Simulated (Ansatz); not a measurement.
Method: DFT PBE, scalar-relativistic, plane waves, PAW in Ansatz. All cells share a 420 eV cutoff and Γ-centred k meshes spaced about 0.3 Å⁻¹ or finer (0.25 for metals, 2π included). No spin polarisation.

Temperature and zero-point effects are left out.

Compare these two cells of SiBi2Te5, each relaxed at this level.

A.

```yaml
crystal:
  lattice:
    - [4.19408, 0.00000, 0.00000]
    - [-2.09704, 3.63218, 0.00000]
    - [0.00000, 0.00000, 16.36879]
  atoms:
    - { symbol: Si, position: [0.00000, 0.00000, 0.00067] }
    - { symbol: Bi, position: [0.33333, 0.66667, 0.76414] }
    - { symbol: Bi, position: [0.66667, 0.33333, 0.24107] }
    - { symbol: Te, position: [0.33333, 0.66667, 0.09468] }
    - { symbol: Te, position: [0.66667, 0.33333, 0.90084] }
    - { symbol: Te, position: [0.00000, 0.00000, 0.64555] }
    - { symbol: Te, position: [0.00000, 0.00000, 0.35901] }
    - { symbol: Te, position: [0.33333, 0.66667, 0.49404] }
```

B.

```yaml
crystal:
  lattice:
    - [7.36419, 0.00000, 0.00000]
    - [0.00000, 7.36419, 0.00000]
    - [0.00000, 0.00000, 6.94486]
  atoms:
    - { symbol: Si, position: [0.00000, 0.00000, 0.03289] }
    - { symbol: Bi, position: [0.50000, 0.00000, 0.90677] }
    - { symbol: Bi, position: [0.00000, 0.50000, 0.90677] }
    - { symbol: Te, position: [0.24938, 0.24938, 0.13916] }
    - { symbol: Te, position: [0.75062, 0.75062, 0.13916] }
    - { symbol: Te, position: [0.75062, 0.24938, 0.13916] }
    - { symbol: Te, position: [0.24938, 0.75062, 0.13916] }
    - { symbol: Te, position: [0.00000, 0.00000, 0.67720] }
```

Question: Which is lower in energy, and by how much?

Answer: A is lower, by 53 meV/atom. A has space group P3m1 (No. 156), 31.2 Å³/atom and no gap on its mesh; B has space group P4mm (No. 99), 47.1 Å³/atom and no gap. Counting Te atoms around Bi and Si (those within 1.25 times the shortest such distance or 1.15 times the sum of covalent radii, 1.27 where that leaves under three; a plus sign parts nearer from farther groups; a slash parts the counts of unlike sites), A has Si 6, Bi 3+3/6 and B has Si 1+4, Bi 4. Even the lower one lies +0.04 eV/atom against the reference forms of the elements (uncorrected), so neither is stable at this level. In A, Si is surrounded by 6 Te at 2.87–2.92 Å; Bi on its first site is surrounded by 3 Te at 3.10 Å and 3 Te at 3.30 Å; Te on its first site is surrounded by 3 Si at 2.87 Å and 3 Bi at 3.41 Å; 5 more sites not described. In B, Si is surrounded by 1 Te at 2.47 Å, 4 Te at 2.70 Å and 4 Bi at 3.78 Å; Bi is surrounded by 4 Te at 3.06 Å, 2 Si at 3.78 Å and 2 Te at 4.01 Å; Te on a site of symmetry m has 1 Si at 2.70 Å and 2 Bi at 3.06 Å; 1 more site not described. Both come from trial cells of a structure search, whose lowest cell (P-3m1, 32.8 Å³/atom) lies 90 meV/atom below the lower of the two.

Weakly bound directions are ill-defined at this level, which has no dispersion term (P4mm), and this can change margins and order among such cells. Spin–orbit coupling, which can matter for Bi and Te, is left out. The zero gap of P4mm may come from the functional, which often closes small gaps. Cells relaxed within their symmetry can be saddle points. Some structure types and database cells were kept out of the candidates from the start, so a known form may be missing.
